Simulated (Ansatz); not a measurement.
TaN:
```
TaN
1.0
    0.00000     2.19822     2.19822
    2.19822     0.00000     2.19822
    2.19822     2.19822     0.00000
N Ta
1 1
Cartesian
  0.00000   0.00000   0.00000
  2.19822   2.19822   2.19822
```

Relaxed with r²SCAN.

### Question
Map the valence electron density (e/Å³), cut off at 3 on the plane through (0.000, 0.000, 0.000) spanned by u = [1, 0, 0] and v = [0, 1, -1] in lattice vectors, from r²SCAN (plane waves, PAW; program Ansatz).

### Answer
x is the fraction of u, y of v (the angle between them is 90°; rows are the nearest grid lines); atoms in the plane: N at (0.00, 0.00), Ta at (0.50, 0.50).
```
y \ x   0.000  0.0625  0.188  0.250  0.375  0.438  0.562  0.625  0.750  0.812  0.938   1.00
------  -----  ------  -----  -----  -----  -----  -----  -----  -----  -----  -----  -----
1.00     3.00    3.00   1.77  0.911  0.324  0.250  0.250  0.324  0.911   1.77   3.00   3.00
0.938    3.00    3.00   1.60  0.852  0.328  0.263  0.263  0.328  0.852   1.60   3.00   3.00
0.875    3.00    2.74   1.21  0.713  0.359  0.334  0.334  0.359  0.713   1.21   2.74   3.00
0.750   0.911   0.852  0.578  0.532   1.15   1.66   1.66   1.15  0.532  0.578  0.852  0.911
0.688   0.503   0.488  0.476  0.701   2.45   3.00   3.00   2.45  0.701  0.476  0.488  0.503
0.625   0.324   0.327  0.511   1.15   3.00   3.00   3.00   3.00   1.15  0.511  0.327  0.324
0.562   0.250   0.263  0.629   1.66   3.00   3.00   3.00   3.00   1.66  0.629  0.263  0.250
0.438   0.250   0.263  0.629   1.66   3.00   3.00   3.00   3.00   1.66  0.629  0.263  0.250
0.375   0.324   0.327  0.511   1.15   3.00   3.00   3.00   3.00   1.15  0.511  0.327  0.324
0.312   0.503   0.488  0.476  0.701   2.45   3.00   3.00   2.45  0.701  0.476  0.488  0.503
0.250   0.911   0.852  0.578  0.532   1.15   1.66   1.66   1.15  0.532  0.578  0.852  0.911
0.125    3.00    2.74   1.21  0.713  0.359  0.334  0.334  0.359  0.713   1.21   2.74   3.00
0.0625   3.00    3.00   1.60  0.852  0.328  0.263  0.263  0.328  0.852   1.60   3.00   3.00
0.000    3.00    3.00   1.77  0.911  0.324  0.250  0.250  0.324  0.911   1.77   3.00   3.00
```

The density is the valence pseudo-density with augmentation charge, so density and ELF within about 1 Å of a nucleus are not all-electron values.

Space group Fm-3m (rock salt). The r²SCAN relaxation kept the symmetry of its start; of distortions, only those at the zone centre were tested. The run is not spin-polarised. Spin–orbit coupling is left out wherever it is not named.

Potentials: the later of the program's two PAW sets.
